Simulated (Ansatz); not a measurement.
TaGeO:
```cif
data_Ge2O2Ta2
_chemical_formula_sum 'Ta2 Ge2 O2'
_space_group_name_H-M_alt 'P 1'
_space_group_IT_number 1
_cell_length_a 3.43406
_cell_length_b 3.43406
_cell_length_c 6.94469
_cell_angle_alpha 90.000
_cell_angle_beta 90.000
_cell_angle_gamma 90.000
loop_
_space_group_symop_operation_xyz
  'x, y, z'
loop_
_atom_site_label
_atom_site_type_symbol
_atom_site_fract_x
_atom_site_fract_y
_atom_site_fract_z
_atom_site_occupancy
Ta1 Ta 0.00000 0.50000 0.69808 1
Ta2 Ta 0.50000 0.00000 0.30192 1
Ge1 Ge 0.00000 0.00000 0.00000 1
Ge2 Ge 0.50000 0.50000 0.00000 1
O1 O 0.50000 0.00000 0.60045 1
O2 O 0.00000 0.50000 0.39955 1
```

Relaxed with PBE.

Problem. Which orbitals make up the states near the Fermi level in plane-wave PAW PBE (Ansatz code)?

Solution. Within 0.5 eV of the Fermi level: Ta 5d 76 %, O 2p 8 %. Projections are on Löwdin-orthogonalised atomic valence shells; empty p or d shells of many metals are not among them.

Problem. Tabulate the density of states.

Solution. States/eV per cell of 6 atoms, in 0.25 eV bins, energy from the Fermi level.

| E (eV) | total | Ta 5d | O 2p | Ge 4p |
|---|---|---|---|---|
| -7.85 | 2.03 | 0.32 | 0.82 | 0.48 |
| -7.60 | 4.63 | 0.91 | 2.61 | 0.50 |
| -7.35 | 4.91 | 0.96 | 2.83 | 0.50 |
| -7.10 | 2.36 | 0.43 | 1.29 | 0.32 |
| -6.85 | 2.88 | 0.56 | 1.60 | 0.39 |
| -6.60 | 3.53 | 0.67 | 1.97 | 0.49 |
| -6.35 | 3.88 | 0.72 | 2.33 | 0.45 |
| -6.10 | 6.88 | 1.40 | 4.74 | 0.34 |
| -5.85 | 3.75 | 0.74 | 2.39 | 0.36 |
| -5.60 | 5.93 | 1.17 | 3.95 | 0.51 |
| -5.35 | 3.94 | 0.62 | 2.59 | 0.50 |
| -5.10 | 2.90 | 0.34 | 1.78 | 0.59 |
| -4.85 | 2.66 | 0.34 | 1.72 | 0.46 |
| -4.60 | 3.11 | 0.39 | 1.89 | 0.63 |
| -4.35 | 2.01 | 0.30 | 0.92 | 0.64 |
| -4.10 | 1.86 | 0.36 | 0.56 | 0.76 |
| -3.85 | 1.94 | 0.43 | 0.41 | 0.93 |
| -3.60 | 2.68 | 0.66 | 0.54 | 1.29 |
| -3.35 | 3.42 | 1.07 | 0.64 | 1.51 |
| -3.10 | 4.55 | 1.65 | 0.89 | 1.80 |
| -2.85 | 3.12 | 1.42 | 0.40 | 1.16 |
| -2.60 | 2.17 | 1.02 | 0.28 | 0.78 |
| -2.35 | 1.69 | 0.81 | 0.21 | 0.58 |
| -2.10 | 0.80 | 0.39 | 0.06 | 0.29 |
| -1.85 | 0.80 | 0.42 | 0.05 | 0.26 |
| -1.60 | 0.83 | 0.47 | 0.06 | 0.24 |
| -1.35 | 0.97 | 0.59 | 0.07 | 0.24 |
| -1.10 | 1.17 | 0.76 | 0.09 | 0.24 |
| -0.85 | 0.63 | 0.39 | 0.06 | 0.10 |
| -0.60 | 2.12 | 1.50 | 0.18 | 0.21 |
| -0.35 | 2.60 | 1.91 | 0.23 | 0.18 |
| -0.10 | 3.51 | 2.73 | 0.24 | 0.18 |
| 0.15 | 5.42 | 4.27 | 0.39 | 0.19 |
| 0.40 | 4.68 | 3.49 | 0.35 | 0.16 |
| 0.65 | 3.96 | 2.92 | 0.32 | 0.14 |
| 0.90 | 4.48 | 3.35 | 0.38 | 0.18 |
| 1.15 | 4.51 | 3.36 | 0.42 | 0.25 |
| 1.40 | 4.41 | 3.25 | 0.42 | 0.26 |
| 1.65 | 3.67 | 2.61 | 0.35 | 0.18 |
| 1.90 | 6.91 | 4.80 | 0.56 | 0.34 |
| 2.15 | 4.50 | 2.95 | 0.53 | 0.20 |
| 2.40 | 2.25 | 1.42 | 0.28 | 0.17 |
| 2.65 | 4.48 | 2.88 | 0.46 | 0.62 |
| 2.90 | 6.62 | 4.17 | 0.71 | 0.88 |
| 3.15 | 2.42 | 1.26 | 0.26 | 0.52 |
| 3.40 | 2.78 | 1.32 | 0.32 | 0.67 |
| 3.65 | 2.50 | 1.01 | 0.25 | 0.69 |
| 3.90 | 2.72 | 0.90 | 0.24 | 0.74 |
| 4.15 | 2.42 | 0.61 | 0.18 | 0.47 |
| 4.40 | 1.93 | 0.49 | 0.13 | 0.52 |
| 4.65 | 2.37 | 0.58 | 0.17 | 0.59 |

Space group P4/nmm. The start of the workflow was typed in or built on a structure type; neither database checked (COD, Materials Project) lists it. Whether it is the stable phase at ambient conditions was not checked. The PBE relaxation kept the symmetry of its start; its stability against distortions is not shown here. No spin polarisation was allowed. The volume moved by -16 % from the start of the relaxation. Spin–orbit coupling is left out wherever it is not named.

Potentials: the earlier of the program's two PAW sets.
